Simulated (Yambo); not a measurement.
Material: SrCl2 (fluorite, space group Fm-3m, No. 225); a = 4.8833 Å, b = 4.8833 Å, c = 4.8833 Å, α = 60.00°, β = 60.00°, γ = 60.00° (3 atoms in the cell). Cell and atoms were relaxed with PBEsol from Materials Project entry mp-23209, within its symmetry.

With PBEsol (pw.x of Quantum ESPRESSO, ONCV potentials, no spin-orbit coupling), the gap between the mesh's edge points (X → Γ) is 5.256 eV.

Q: By how much does one-shot G0W0 (Yambo; 4×4×4 Γ-centred k mesh, 152 bands and a 8 Ry block in the screening, 152 bands in G with the Bruneval-Gonze terminator, plasmon pole fitted at 27.2 eV) open this gap, and what gap results?

A: The correction is 2.447 eV, giving 7.704 eV, 1.5 times the PBEsol value.  Nearest settings tried, and what they do to the gap: 115 bands in W, 115 bands in G: -18 meV; 6 Ry block (169 vectors against 229): -50 meV; 2×2×2 mesh: -51 meV. So the settings aren't converged at that level.
